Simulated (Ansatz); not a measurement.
Consider the following.

FeAs:
```yaml
crystal:
  lattice:
    - [3.33480, 0.00000, 0.00000]
    - [0.00000, 5.53110, 0.00000]
    - [0.00000, 0.00000, 6.07723]
  atoms:
    - { symbol: Fe, position: [0.00000, 0.75404, 0.79554] }
    - { symbol: Fe, position: [0.50000, 0.74596, 0.20446] }
    - { symbol: Fe, position: [0.50000, 0.24596, 0.29554] }
    - { symbol: Fe, position: [0.00000, 0.25404, 0.70446] }
    - { symbol: As, position: [0.00000, 0.95655, 0.42559] }
    - { symbol: As, position: [0.50000, 0.54345, 0.57441] }
    - { symbol: As, position: [0.50000, 0.04345, 0.92559] }
    - { symbol: As, position: [0.00000, 0.45655, 0.07441] }
```
The run is spin-polarised; directions of the spins, atom by atom: ↑ ↓ ↑ ↓ 0 0 0 0.

This is the r²SCAN-relaxed structure.

Problem. All from the program Ansatz at the r²SCAN level (PAW), unless another level is named. Predict the electronic character.

Solution. metallic (no gap).

Problem. Next, the density of states at the Fermi level?

Solution. 0.07 states/eV per atom (mean over ±0.08 eV).

Space group Pnma. The workflow started from an entry of the Crystallography Open Database (COD). Its standing as an ambient phase is unchecked. The r²SCAN relaxation kept the symmetry of its start, as lowered by the spin order; its stability against distortions is not shown here. Magnetic state: antiferromagnetic, chosen from 4 collinear starts compared on coarse meshes (ties went to the first, and starts can fall back to one state), not a proven ground state. Other orbital occupations within this spin state were not tried. Scalar-relativistic: spin–orbit coupling is off unless named, which matters more the heavier the elements.

Potentials: the later of the program's two PAW sets.
